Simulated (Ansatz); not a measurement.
A geometry of ZrO$_{2}$ away from equilibrium: the start of the relaxation of a generated cell, ZrO2 built in the beta-tridymite structure type. Level of theory: PBEsol (plane waves to 420 eV, PAW, scalar-relativistic; Ansatz, a first-principles code). Γ-centred k-mesh 4×4×2 on the run's cell (coarser than for final values), Fermi–Dirac smearing 0.05 eV.

```xyz
12
Lattice="5.9529 0.0000 0.0000 -2.9764 5.1554 0.0000 0.0000 0.0000 9.7447" Properties=species:S:1:pos:R:3:forces:R:3 pbc="T T T" free_energy=-21014.372 pressure_GPa=24.8
Zr     0.0000     3.4369     0.6042    0.0000    0.0000    0.4320
Zr     2.9764     1.7185     5.4765    0.0000    0.0000    0.4320
Zr     2.9764     1.7185     9.1406    0.0000    0.0000   -0.4320
Zr     0.0000     3.4369     4.2682    0.0000    0.0000   -0.4320
O      0.0000     3.4369     2.4362    0.0000    0.0000    0.0000
O      2.9764     1.7185     7.3086    0.0000    0.0000    0.0000
O      2.9764     0.0000     0.0000    0.0000    0.0000    0.0000
O      1.4882     2.5777     4.8724    0.0000    0.0000    0.0000
O     -1.4882     2.5777     0.0000    0.0000    0.0000    0.0000
O      2.9764     0.0000     4.8724    0.0000    0.0000    0.0000
O      1.4882     2.5777     0.0000    0.0000    0.0000    0.0000
O     -1.4882     2.5777     4.8724    0.0000    0.0000    0.0000
```

Positions in Å, forces in eV/Å, free energy of the cell in eV (comparable only within this code, potentials and settings). Largest force: 0.43 eV/Å, on Zr1, Zr2, Zr3, Zr4 (atoms numbered as listed); the geometry lies 0.37 eV/atom above the end of its relaxation.

No spin polarisation in the result.

The run could not lose the symmetry of its start: the end is stationary, and may be a saddle point rather than a minimum.

The end of the path is a generated cell of ZrO2: the first start was made by placing the elements on the sites of a structure type, and the end was not matched to a known phase here, so it may be hypothetical. Known forms of ZrO2 include space group No. 14, 137, 225.
